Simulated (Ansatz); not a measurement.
The elements of this relaxed trial crystal are hidden behind letters.

```
lattice vectors (Å)
   3.6715    0.0000    0.0000
   0.0000    3.6715    0.0000
   0.0000    0.0000    8.7857
fractional positions
X 0.0000 0.0000 0.0000
Z 0.5000 0.0000 0.3161
Z 0.0000 0.5000 0.6839
Z 0.5000 0.0000 0.6839
Z 0.0000 0.5000 0.3161
Q 0.5000 0.5000 0.5000
```

Computed with DFT PBE, scalar-relativistic, plane waves, PAW (Ansatz 0.2.0). Plane waves to 420 eV, a 10×10×4 mesh through Γ for the 6-atom cell and 0.10 eV Gaussian smearing; no spin polarisation.

| Item | Value |
| --- | --- |
| Space group | P4/mmm (No. 123) |
| Conventional cell | a = 3.672 Å, c = 8.786 Å |
| Volume per atom | 19.74 Å³ |
| Density | 3.70 g/cm³ |
| Formation energy | −0.11 eV/atom |
| Gap on the 10×10×4 mesh of the 6-atom cell | 0 eV (a metal) |

Energies are uncorrected and count from the elements' standard states at the same level.

Problem. X is an s-block element of period 4, Z is a p-block element of period 3 and Q is a d-block element of period 5. Which elements are they?

Solution. X = K, Z = P, Q = Ru, so the formula is KP4Ru. Density times volume gives a mean mass of 3.70 × 19.74/1.6605 = 44.0 u per atom, and this set has 44.0 u. Around K lie 8 P at 3.33 Å and 4 K at 3.67 Å; P has 2 Ru at 2.45 Å, 4 P at 2.60 Å, 1 P at 3.23 Å and 2 K at 3.33 Å; around Ru lie 8 P at 2.45 Å. Other sets within the hints have nearly the same mass, so mass alone doesn't settle it; this one was computed.

Symmetry constrained the relaxation, so the result can be a saddle point.
